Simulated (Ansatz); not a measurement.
Ansatz (a program for electronic structure) input:

Ansatz 0.2 input:
```yaml
crystal:
  lattice:
    - [4.9714179194, 0.0, 0.0]
    - [0.0, 5.0348350053, 0.0]
    - [-0.8681802212, 0.0, 5.11292514]
  atoms:
    - { symbol: Ta, position: [0.2930190373, 0.4547301341, 0.7161014251] }
    - { symbol: Ta, position: [0.7069809627, 0.5452698659, 0.2838985749] }
    - { symbol: Ta, position: [0.7069809627, 0.9547301341, 0.7838985749] }
    - { symbol: Ta, position: [0.2930190373, 0.0452698659, 0.2161014251] }
    - { symbol: N, position: [0.4443528751, 0.7440137785, 0.9788726429] }
    - { symbol: N, position: [0.5556471249, 0.2559862215, 0.0211273571] }
    - { symbol: N, position: [0.5556471249, 0.2440137785, 0.5211273571] }
    - { symbol: N, position: [0.4443528751, 0.7559862215, 0.4788726429] }
    - { symbol: O, position: [0.0621704796, 0.3258319085, 0.3469077497] }
    - { symbol: O, position: [0.9378295204, 0.6741680915, 0.6530922503] }
    - { symbol: O, position: [0.9378295204, 0.8258319085, 0.1530922503] }
    - { symbol: O, position: [0.0621704796, 0.1741680915, 0.8469077497] }
kpoints:
  mp_grid: { grid: [6, 6, 6] }
hamiltonian:
  xc: r2scan
  pseudopotentials: { kind: paw }
scf:
  occupations: { method: fixed }
checkpoint: { read: static.run }
output: { write_density: true, elf: true, volumetric_format: npy }
basis: { fft_grid_basis: typed }
```

Output (shortened):

```
Pseudopotentials: kind: paw
Pseudopotential: Ta, paw, valence charge 13
Pseudopotential: N, paw, valence charge 5
Pseudopotential: O, paw, valence charge 6
Functional definition: r2SCAN
Crystal: 12 atoms, lattice volume = 127.978 Å³
Basis set: ecut = 500 eV, 3243 PW (Γ), exchange–correlation on 160×160×160 points (64 copies of the dense FFT grid, shifted against one another)
Bands: 60, of which v1, the nominal top of the filled ones, is band 48 counted from 1 (47 counted from 0)
Symmetry: 4 space group operations
Space group: P21/c (ITA 14), of the structure as read, at distance tolerance 5.0e-5 Å
k-points: 80 of 216
PAW frozen core: Ta, regenerated for the run's functional
PAW frozen core: N, regenerated for the run's functional
PAW frozen core: O, regenerated for the run's functional
Initial density: read from a saved state, or passed on in memory by an earlier SCF of this step, an earlier step, the calling program or the single point that …
Stability of the state it starts from, as read at its close in the unpolarized treatment …
Initial wavefunctions: pseudopotential atomic-orbital guess
Eigensolver: davidson
Functional: x = r2scan, c = r2scan; τ floored in thin density (d = 2e-4 eV/Å³)
iter 1 solved again at ethr=6.11e-8 eV; its pass at ethr=3.10e-3 eV (dr2=5.86e-5 eV) is discarded
SCF iter   1: F=—  HF=-43606.609343 eV  |F-HF|=—  |Δ(HF+E_count)|=         —  Δρ=1.06e-6  dr2=1.01e-9  dr2_τ=1.53e-10  ethr=6.11e-8  ⟨swp⟩=4.0  Hψ=32081  notcnv=0  defer=800
all-band conjugate gradients solve this SCF's bands
preconditioner: auto → Resta (q_TF=auto, 2.601 Å⁻¹)
SCF iter   2: F=-43606.609343 eV  HF=-43606.609343 eV  |F-HF|=1.14e-9  |Δ(HF+E_count)|=   3.56e-8  Δρ=1.14e-6  dr2=1.33e-9  dr2_τ=3.39e-10  ethr=1.06e-12  ⟨swp⟩=13.4  Hψ=22670  notcnv=0
SCF 1 converged in 2 iterations: F = -43606.609343 eV  dr2 = 1.33e-9
SCF converged after 2 iterations
Free energy (F): -43606.609343 eV
Harris-Foulkes:  -43606.609343 eV  (|F-HF|=1.14e-9)
Internal energy: -43606.609343 eV  (E = F + TS)
E sigma→0 (E₀):  -43606.609343 eV
Fermi energy:    13.216730 eV
--- Per-component energies (eV) ---
  E_band       = -565.420585
  E_kinetic    = 2698.918887
  E_local      = -4527.655693  (includes V_loc(G=0)·N_el)
  E_nonlocal   = 426.521931
  E_hartree    = 1553.046892
  E_xc         = -1353.327226
  E_vxc        = -1650.872016  (∫ρ·V_xc dr)
  E_paw        = -34847.240599  (= ΣΔE_a)
  E_vpaw       = -708.081558  (= ΣTr[D̂ρ^β])
  E_aug_tail   = 0.004684  (compensation charges beyond the density's cutoff)
  E_vtau       = 89.650136  (kinetic-family band-sum trace: ∫τ·v_τ [+ j·A + Jᵃ·Aᵃ] dr)
  E_ewald      = -7553.607076
  E_core_change = -3.271143  (= ΣΔE_core)
  E_smearing   =  0.000000  (= −TS)
  E_closure    =  0.000000  (closes the sum)
  Σ components = -43606.609343   (vs F -43606.609343, Δ=0.00e0)
  [band-id]    e_kinetic+e_local+e_nonlocal+2·e_hartree+e_vxc+e_vpaw+e_augmentation_tail+e_vtau = -565.419845   (vs E_band -565.420585, Δ=7.40e-4)
--- Band table (eV; the first three rows and the last of 80) ---
  k-point 0: bands = ["-56.4846", "-56.4631", "-56.4618", "-56.4597", "-22.5757", "-22.5404", "-22.5261", "-22.3841", "-22.3654", "-22.2981", "-22.2781", "-22.2413", "-22.2338", "-22.2138", "-22.1414", "-22.1285", "-6.3468", "-5.3366", "-5.2993", "-5.2742", "-1.6400", "-0.6075", "-0.4877", "-0.3443", "6.3241", "6.4375", "7.2305", "7.3561", "7.4521", "7.6280", "8.3523", "8.6753", "8.9340", "9.2219", "9.5014", "9.5514", "10.3511", "10.5323", "10.7032", "10.9467", "11.7098", "11.7797", "12.1530", "12.1656", "12.4651", "12.4688", "12.9507", "13.1993", "15.7797", "16.4053", "16.7023", "16.7897", "17.4763", "17.7890", "18.3252", "18.4546", "18.6287", "19.1708", "20.0480", "20.2121"]
  k-point 1: bands = ["-56.4831", "-56.4647", "-56.4615", "-56.4599", "-22.5621", "-22.5225", "-22.5194", "-22.4140", "-22.3564", "-22.3042", "-22.2750", "-22.2475", "-22.2326", "-22.2026", "-22.1488", "-22.1445", "-6.2718", "-5.4136", "-5.3219", "-5.2155", "-1.6153", "-0.7438", "-0.4818", "-0.3519", "6.4279", "6.5801", "7.2957", "7.3878", "7.6242", "7.8338", "8.3029", "8.6480", "8.6895", "9.3158", "9.5044", "9.6360", "10.1975", "10.4218", "10.7207", "11.0440", "11.4329", "11.5967", "11.9879", "12.1058", "12.1122", "12.5618", "13.0138", "13.0850", "15.9886", "16.3964", "16.6193", "17.1037", "17.4846", "17.8941", "18.3446", "18.3960", "18.8818", "19.1625", "20.1519", "20.2490"]
  k-point 2: bands = ["-56.4793", "-56.4687", "-56.4610", "-56.4602", "-22.5257", "-22.5098", "-22.4832", "-22.4259", "-22.3996", "-22.2845", "-22.2842", "-22.2625", "-22.2259", "-22.2105", "-22.1715", "-22.1526", "-6.0749", "-5.5943", "-5.2823", "-5.2019", "-1.5242", "-1.0420", "-0.4628", "-0.3855", "6.7452", "6.9576", "7.3486", "7.4393", "7.9139", "8.0862", "8.3362", "8.4754", "8.5304", "9.5114", "9.5476", "9.7501", "10.0715", "10.2072", "10.5884", "10.8319", "11.0849", "11.1090", "11.6153", "11.6966", "12.1298", "12.3549", "13.0986", "13.1204", "16.2482", "16.5262", "16.5931", "17.1701", "17.8284", "18.0928", "18.3550", "18.4382", "19.2236", "19.2302", "20.0305", "20.2714"]
  k-point 79: bands = ["-56.4688", "-56.4688", "-56.4657", "-56.4657", "-22.5496", "-22.5496", "-22.5463", "-22.5463", "-22.2802", "-22.2802", "-22.2106", "-22.2106", "-22.2040", "-22.2040", "-22.1782", "-22.1782", "-5.7169", "-5.7169", "-5.3366", "-5.3366", "-0.9335", "-0.9335", "-0.9327", "-0.9327", "7.3116", "7.3116", "7.8823", "7.8823", "7.9243", "7.9243", "8.6907", "8.6907", "9.2846", "9.2846", "9.7210", "9.7210", "10.1181", "10.1181", "10.4815", "10.4815", "11.1003", "11.1003", "11.5259", "11.5259", "11.6351", "11.6351", "12.2833", "12.2833", "16.2222", "16.2222", "16.5247", "16.5247", "17.4869", "17.4869", "17.7184", "17.7184", "19.2166", "19.2166", "19.7807", "19.7807"]
  band table: 60 of 60 bands, residual norms ≤ 1.0e-3 eV
```

Cost: roughly 60 core-seconds on shared cores.

Space group P2_1/c. The first step of the workflow began from a Materials Project structure, measured or hypothetical; the Crystallography Open Database files this formula in space group No. 14, but the cells were not matched. Whether it is the stable phase at ambient conditions was not checked. The cell was relaxed with r²SCAN under the symmetry of its start; its stability against distortions is not shown here. The run is not spin-polarised. Spin–orbit coupling is left out wherever it is not named.

Potentials: the later of the program's two PAW sets.

Ansatz is a plane-wave DFT program.
